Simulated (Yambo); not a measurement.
Absorption of Ba2MoZnO6 (space group Fm-3m, No. 225) with and without the electron-hole interaction (Yambo, PBEsol bands; 4×4×4 mesh, 17 valence and 6 conduction bands, static screening with 94 bands and a 3 Ry block, scissor 1.32 eV, Tamm-Dancoff; field along x).

```json
[
 {"E (eV)": "1.76", "Im ε, BSE": "0.08", "Im ε, independent quasiparticles": "0.08"},
 {"E (eV)": "1.86", "Im ε, BSE": "0.09", "Im ε, independent quasiparticles": "0.09"},
 {"E (eV)": "1.96", "Im ε, BSE": "0.10", "Im ε, independent quasiparticles": "0.10"},
 {"E (eV)": "2.06", "Im ε, BSE": "0.11", "Im ε, independent quasiparticles": "0.10"},
 {"E (eV)": "2.16", "Im ε, BSE": "0.13", "Im ε, independent quasiparticles": "0.11"},
 {"E (eV)": "2.26", "Im ε, BSE": "0.14", "Im ε, independent quasiparticles": "0.12"},
 {"E (eV)": "2.36", "Im ε, BSE": "0.17", "Im ε, independent quasiparticles": "0.13"},
 {"E (eV)": "2.46", "Im ε, BSE": "0.20", "Im ε, independent quasiparticles": "0.14"},
 {"E (eV)": "2.56", "Im ε, BSE": "0.24", "Im ε, independent quasiparticles": "0.16"},
 {"E (eV)": "2.67", "Im ε, BSE": "0.30", "Im ε, independent quasiparticles": "0.18"},
 {"E (eV)": "2.77", "Im ε, BSE": "0.40", "Im ε, independent quasiparticles": "0.20"},
 {"E (eV)": "2.87", "Im ε, BSE": "0.58", "Im ε, independent quasiparticles": "0.22"},
 {"E (eV)": "2.97", "Im ε, BSE": "0.92", "Im ε, independent quasiparticles": "0.25"},
 {"E (eV)": "3.07", "Im ε, BSE": "1.62", "Im ε, independent quasiparticles": "0.29"},
 {"E (eV)": "3.17", "Im ε, BSE": "2.43", "Im ε, independent quasiparticles": "0.34"},
 {"E (eV)": "3.27", "Im ε, BSE": "2.05", "Im ε, independent quasiparticles": "0.41"},
 {"E (eV)": "3.37", "Im ε, BSE": "1.61", "Im ε, independent quasiparticles": "0.51"},
 {"E (eV)": "3.47", "Im ε, BSE": "1.82", "Im ε, independent quasiparticles": "0.65"},
 {"E (eV)": "3.57", "Im ε, BSE": "2.27", "Im ε, independent quasiparticles": "0.88"},
 {"E (eV)": "3.67", "Im ε, BSE": "2.34", "Im ε, independent quasiparticles": "1.29"},
 {"E (eV)": "3.77", "Im ε, BSE": "2.16", "Im ε, independent quasiparticles": "2.09"},
 {"E (eV)": "3.87", "Im ε, BSE": "2.01", "Im ε, independent quasiparticles": "3.39"},
 {"E (eV)": "3.97", "Im ε, BSE": "2.03", "Im ε, independent quasiparticles": "4.48"},
 {"E (eV)": "4.07", "Im ε, BSE": "1.96", "Im ε, independent quasiparticles": "4.95"},
 {"E (eV)": "4.17", "Im ε, BSE": "1.78", "Im ε, independent quasiparticles": "4.77"},
 {"E (eV)": "4.27", "Im ε, BSE": "1.57", "Im ε, independent quasiparticles": "4.62"},
 {"E (eV)": "4.38", "Im ε, BSE": "1.46", "Im ε, independent quasiparticles": "4.05"},
 {"E (eV)": "4.48", "Im ε, BSE": "1.39", "Im ε, independent quasiparticles": "3.69"},
 {"E (eV)": "4.58", "Im ε, BSE": "1.35", "Im ε, independent quasiparticles": "4.40"},
 {"E (eV)": "4.68", "Im ε, BSE": "1.33", "Im ε, independent quasiparticles": "5.57"},
 {"E (eV)": "4.78", "Im ε, BSE": "1.43", "Im ε, independent quasiparticles": "6.42"},
 {"E (eV)": "4.88", "Im ε, BSE": "1.58", "Im ε, independent quasiparticles": "7.32"},
 {"E (eV)": "4.98", "Im ε, BSE": "1.66", "Im ε, independent quasiparticles": "7.72"},
 {"E (eV)": "5.08", "Im ε, BSE": "1.68", "Im ε, independent quasiparticles": "8.46"},
 {"E (eV)": "5.18", "Im ε, BSE": "1.74", "Im ε, independent quasiparticles": "7.96"},
 {"E (eV)": "5.28", "Im ε, BSE": "1.92", "Im ε, independent quasiparticles": "6.81"},
 {"E (eV)": "5.38", "Im ε, BSE": "2.24", "Im ε, independent quasiparticles": "5.62"},
 {"E (eV)": "5.48", "Im ε, BSE": "2.89", "Im ε, independent quasiparticles": "4.93"},
 {"E (eV)": "5.58", "Im ε, BSE": "3.84", "Im ε, independent quasiparticles": "4.37"},
 {"E (eV)": "5.68", "Im ε, BSE": "3.98", "Im ε, independent quasiparticles": "3.53"},
 {"E (eV)": "5.78", "Im ε, BSE": "3.88", "Im ε, independent quasiparticles": "3.01"},
 {"E (eV)": "5.88", "Im ε, BSE": "4.27", "Im ε, independent quasiparticles": "2.70"},
 {"E (eV)": "5.98", "Im ε, BSE": "5.56", "Im ε, independent quasiparticles": "2.46"},
 {"E (eV)": "6.09", "Im ε, BSE": "6.58", "Im ε, independent quasiparticles": "2.15"},
 {"E (eV)": "6.19", "Im ε, BSE": "5.78", "Im ε, independent quasiparticles": "2.15"},
 {"E (eV)": "6.29", "Im ε, BSE": "6.16", "Im ε, independent quasiparticles": "2.36"},
 {"E (eV)": "6.39", "Im ε, BSE": "6.76", "Im ε, independent quasiparticles": "2.96"},
 {"E (eV)": "6.49", "Im ε, BSE": "5.73", "Im ε, independent quasiparticles": "3.46"},
 {"E (eV)": "6.59", "Im ε, BSE": "4.72", "Im ε, independent quasiparticles": "4.03"},
 {"E (eV)": "6.69", "Im ε, BSE": "4.42", "Im ε, independent quasiparticles": "4.31"},
 {"E (eV)": "6.79", "Im ε, BSE": "4.20", "Im ε, independent quasiparticles": "3.33"},
 {"E (eV)": "6.89", "Im ε, BSE": "4.10", "Im ε, independent quasiparticles": "2.87"},
 {"E (eV)": "6.99", "Im ε, BSE": "4.09", "Im ε, independent quasiparticles": "2.88"},
 {"E (eV)": "7.09", "Im ε, BSE": "4.22", "Im ε, independent quasiparticles": "2.94"},
 {"E (eV)": "7.19", "Im ε, BSE": "4.67", "Im ε, independent quasiparticles": "3.01"},
 {"E (eV)": "7.29", "Im ε, BSE": "5.39", "Im ε, independent quasiparticles": "3.12"},
 {"E (eV)": "7.39", "Im ε, BSE": "5.89", "Im ε, independent quasiparticles": "3.17"},
 {"E (eV)": "7.49", "Im ε, BSE": "5.54", "Im ε, independent quasiparticles": "3.20"}
]
```

The scissor comes from a G0W0 run whose convergence isn't established. Broadening 0.15 eV. The band window holds all transitions up to 7.6 eV. Fine structure above the onset can come from the mesh.

Spin-orbit splittings are left out.

Geometry of the Materials Project entry, not relaxed at this level; primitive cell a = 5.8271 Å, b = 5.8271 Å, c = 5.8271 Å, α = 60.00°, β = 60.00°, γ = 60.00°.

The structure is a Materials Project entry; no match was found in the copy of COD used, and its stability was not checked.

With a shallow 3d shell G0W0 needs far more bands and larger blocks than here, so the scissor is uncertain by tenths of an eV or more.
